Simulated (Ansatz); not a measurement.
The computed numbers are results of PBEsol, scalar-relativistic (no spin polarisation) in the plane-wave PAW code Ansatz at 420 eV, Γ-centred 10×10×10 mesh, 0.05 eV Gaussian smearing; PAW files: Ansatz's generated set soft_2.

The calculation on MgX, where X is one element, gave:

```yaml
Space_group: Fm-3m (No. 225)
Conventional_cell: a = 5.182 Å, b = 5.182 Å, c = 5.182 Å, α = 90.00°, β = 90.00°, γ = 90.00°
Volume: 17.39 Å³/atom
Band_gap: 2.73 eV
Smallest_direct_gap: 3.69 eV
Formation_energy_from_the_elements_0_K_uncorrected: -1.49 eV/atom
Bulk_modulus_Birch–Murnaghan: 78 GPa
Pressure_derivative_B0′: 4.1
Shear_modulus_Hill: 55 GPa
Young's_modulus: 133 GPa
Poisson's_ratio: 0.22
Elastically_stable: yes
```

Sites: Mg on 4a, X on 4b.

Q: Which element is X?
A. P
B. Cl
C. Si
D. S

A: D. X is S, so the compound is MgS.

The chain of runs began from a cell as deposited in COD, expanded in volume.

Kohn–Sham gaps of semilocal functionals lie under measured ones, often by a third or more.
